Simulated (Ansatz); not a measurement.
The relaxed structure here is a generated cell of MgO: the first start was made by placing the elements on the sites of a structure type, and the end was not matched to a known phase here, so it may be hypothetical. Known forms of MgO include space group No. 225.

One stationary structure of MgO. Method: r2SCAN (plane waves to 500 eV, PAW, scalar-relativistic; Ansatz, a quantum-chemistry and plane-wave program).

```cif
data_Mg2O2
_chemical_formula_sum 'Mg2 O2'
_space_group_name_H-M_alt 'P 1'
_space_group_IT_number 1
_cell_length_a 2.98485
_cell_length_b 2.98485
_cell_length_c 5.38366
_cell_angle_alpha 90.000
_cell_angle_beta 90.000
_cell_angle_gamma 90.000
loop_
_space_group_symop_operation_xyz
  'x, y, z'
loop_
_atom_site_label
_atom_site_type_symbol
_atom_site_fract_x
_atom_site_fract_y
_atom_site_fract_z
_atom_site_occupancy
Mg1 Mg 0.00000 0.50000 0.00000 1
Mg2 Mg 0.50000 0.00000 0.50000 1
O1 O 0.00000 0.00000 0.25000 1
O2 O 0.00000 0.00000 0.75000 1
```

### Question
Find the space group and the Wyckoff positions (tolerance 0.01 Å).

### Answer
Space group P4₂/mmc (No. 131); a = b = 2.9849 Å, c = 5.3837 Å, α = β = γ = 90.00°

```tsv
atom	site	symmetry	x	y	z
Mg	2c	mmm.	0.0000	0.5000	0.0000
O	2e	-4m2	0.0000	0.0000	0.2500
```

### Question
Give the shortest distances between elements (the closest pairs, up to four, under 3.6 Å).

### Answer
Mg–O 2.01 Å; O–O 2.69 Å; Mg–Mg 2.98 Å.

```yaml
volume_per_atom: 11.99 Å³
density: 2.79 g/cm³
band_gap: 1.85 eV, indirect (valence top at M, conduction bottom at Γ) (no spin-orbit coupling)
smallest_direct_gap: 2.00 eV at Γ
```

No spin polarisation in the result.

The run could not lose the symmetry of its start: the end is stationary, and may be a saddle point rather than a minimum.

All atoms sit on sites fixed by symmetry, so only the cell could relax.
